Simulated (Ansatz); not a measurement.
SnC (wurtzite, P6_3mc), the program Ansatz at the PBE level (PAW). The conduction-band minimum lies at Γ, with 1 equivalent valley. Second derivatives d²E/dk² of the lowest band at one valley (eV·Å²), along Cartesian directions:

| direction | d²E/dk² |
|---|---|
| [100] | 89.57 |
| [010] | 89.57 |
| [001] | 105.0 |
| [110] | 89.58 |
| [101] | 97.30 |
| [011] | 97.31 |

Find the principal effective masses, the density-of-states mass and the conductivity mass.

Off-diagonal terms follow from H_xy = H[110] − (H_xx + H_yy)/2, and m*/mₑ = 7.620 eV·Å² over each eigenvalue: 0.073, 0.085, 0.085. One valley's DOS mass (m₁m₂m₃)^(1/3) = 0.081, conductivity mass 3/(Σ 1/mᵢ) = 0.080 mₑ.

What effective density of states Nc follows at 300 K for parabolic valleys?

Nc = 2.509e19 × 1 × (0.081)^(3/2) ≈ 5.8e17 cm⁻³.

The start of the workflow was typed in or built on a structure type; neither database checked (COD, Materials Project) lists it. Whether it is the stable phase at ambient conditions was not checked. The PBE relaxation kept the symmetry of its start; whether a distortion lowers the energy is not shown. Its formation energy is positive at this level, so the cell may be metastable or incomplete. Spin–orbit coupling is left out wherever it is not named.

Potentials: the earlier of the program's two PAW sets.

Edges and masses are those of Kohn–Sham bands, whose gap is no quasiparticle gap.
